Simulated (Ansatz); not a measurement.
## BeMo2, first-principles data

BeMo$_{2}$:
```yaml
crystal:
  lattice:
    - [0.00000, 3.58429, 3.58429]
    - [3.58429, 0.00000, 3.58429]
    - [3.58429, 3.58429, 0.00000]
  atoms:
    - { symbol: Mo, position: [0.62500, 0.62500, 0.62500] }
    - { symbol: Mo, position: [0.12500, 0.62500, 0.62500] }
    - { symbol: Mo, position: [0.62500, 0.12500, 0.62500] }
    - { symbol: Mo, position: [0.62500, 0.62500, 0.12500] }
    - { symbol: Be, position: [0.25000, 0.25000, 0.25000] }
    - { symbol: Be, position: [0.00000, 0.00000, 0.00000] }
```

Space group Fd-3m (No. 227), cubic Laves (MgCu2 type); conventional cell a = 7.1686 Å, b = 7.1686 Å, c = 7.1686 Å, α = 90.00°, β = 90.00°, γ = 90.00°.

Method: plane-wave PAW PBEsol (Ansatz code). Structure relaxed to zero pressure with the same functional. Other levels are named where they apply.

**Cell and energy**

```yaml
volume_per_atom: 15.35 Å³
density: 7.25 g/cm³
Formation energy from the elements (no fitted shifts): 0.84 eV/atom
```

**Electronic structure**

```yaml
electronic_character: metallic (no gap)
Density of states at the Fermi level: 0.88 states/eV per atom (mean over ±0.08 eV)
Gap with spin–orbit coupling: none (metallic)
```

**Mechanics**

```yaml
Bulk modulus (Birch–Murnaghan fit): 175 GPa
Pressure derivative B′: 3.9
Elastic constants (relaxed ions, GPa): C11 = 200, C12 = 163, C44 = 54.1
mechanical_stability: stable (all eigenvalues of C positive)
hill_bulk_and_shear_moduli: 176 and 35.2 GPa
Young's modulus: 99.0 GPa
Poisson's ratio: 0.41
debye_temperature_from_the_elastic_constants: 299 K
```

**Phonons**

```yaml
highest_zone_centre_frequency: 338 cm⁻¹
zone_centre_stability: unstable, softest mode 43i cm⁻¹
```

The cell is a constructed one: a structure type filled with these elements; neither database checked (COD, Materials Project) lists it. Its standing as an ambient phase is unchecked. Symmetry was held in the PBEsol relaxation; phonons show weakly imaginary modes. The run is not spin-polarised. As this level gives no gap, shear constants depend on the k-mesh and smearing (Fermi–Dirac, 0.1 eV here). As this level gives no gap, phonon frequencies hold no LO–TO term and depend on the k-mesh and smearing (Fermi–Dirac, 0.1 eV here). The references are the lowest solids computed at this level, not always the standard phases. Spin–orbit coupling is left out wherever it is not named.

Potentials: the earlier of the program's two PAW sets. The files were generated under PBE; for other functionals the program regenerates the frozen cores, and for LDA and PBEsol the local potential too.
